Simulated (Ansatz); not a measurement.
YPd3: pressure against volume

A database entry relaxed whole under r2SCAN (Pm-3m):

```yaml
crystal:
  lattice:
    - [4.09642, 0.00000, 0.00000]
    - [0.00000, 4.09642, 0.00000]
    - [0.00000, 0.00000, 4.09642]
  atoms:
    - { symbol: Y, position: [0.00000, 0.00000, 0.00000] }
    - { symbol: Pd, position: [0.00000, 0.50000, 0.50000] }
    - { symbol: Pd, position: [0.50000, 0.00000, 0.50000] }
    - { symbol: Pd, position: [0.50000, 0.50000, 0.00000] }
```

The cell was scaled uniformly, its shape held, and the atoms relaxed at each volume with plane-wave PAW DFT (Ansatz 0.2.0; r2SCAN, 500 eV, 8×8×8 Γ-centred mesh, fermi-dirac occupations of width 0.100 eV; no spin, no spin-orbit coupling). One row is withheld.

| volume (Å³/atom) | energy over the lowest (meV/atom) | pressure (GPa) |
| --- | --- | --- |
| 16.154 | 29.8 | 9.86 |
| 16.498 | ? | ? |
| 16.842 | 3.1 | 2.92 |
| 17.185 | 0.0 | 0.01 |
| 17.529 | 2.9 | -2.57 |
| 17.873 | 10.9 | -4.86 |
| 18.216 | 23.6 | -6.90 |

**Question.** Fit the pressures of the other rows to the third-order Birch-Murnaghan form.

**Answer.** With f = [(V₀/V)^(2/3) − 1]/2 and P = 3B₀f(1 + 2f)^(5/2)[1 + 3(B₀′ − 4)f/2], least squares gives V₀ = 17.19 Å³ an atom, B₀ = 137 GPa and B₀′ = 4.9; the rows miss the fit by less than 0.01 GPa. The slope of the energies differs from these pressures by less than 0.05 GPa.

**Question.** What does the withheld row hold?

**Answer.** The fit gives 6.18 GPa at 16.498 Å³; the run gave 6.18 GPa and 12.7 meV an atom.

Caveats: the shape of the cell was held; 0 K, fixed nuclei; the symmetry was kept, and this need not be the phase that is stable at 0 K; one mesh for all volumes; pressure is positive in compression.
